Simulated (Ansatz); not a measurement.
TaN:
```yaml
crystal:
  lattice:
    - [5.14965, 0.00000, 0.00000]
    - [-2.57482, 4.45973, 0.00000]
    - [0.00000, 0.00000, 2.87428]
  atoms:
    - { symbol: Ta, position: [0.00000, 0.00000, 0.00000] }
    - { symbol: Ta, position: [0.33333, 0.66667, 0.50000] }
    - { symbol: Ta, position: [0.66667, 0.33333, 0.50000] }
    - { symbol: N, position: [0.39337, 0.00000, 0.00000] }
    - { symbol: N, position: [0.60663, 0.60663, 0.00000] }
    - { symbol: N, position: [0.00000, 0.39337, 0.00000] }
```

This is the LDA-relaxed structure.

Question: All from LDA in the plane-wave PAW code Ansatz, unless another level is named. Predict the bulk modulus (Birch–Murnaghan fit).

Answer: 3440 kbar.

Question: What about the highest zone-centre frequency?

Answer: 719 cm⁻¹.

Space group P-62m. The cell was relaxed with LDA under the symmetry of its start. The run is not spin-polarised. As this level gives no gap, phonon frequencies hold no LO–TO term and depend on the k-mesh and smearing (Fermi–Dirac, 0.1 eV here). Scalar-relativistic: spin–orbit coupling is off unless named, which matters more the heavier the elements.

Potentials: the earlier of the program's two PAW sets. The files were generated under PBE; for other functionals the program regenerates the frozen cores, and for LDA and PBEsol the local potential too.
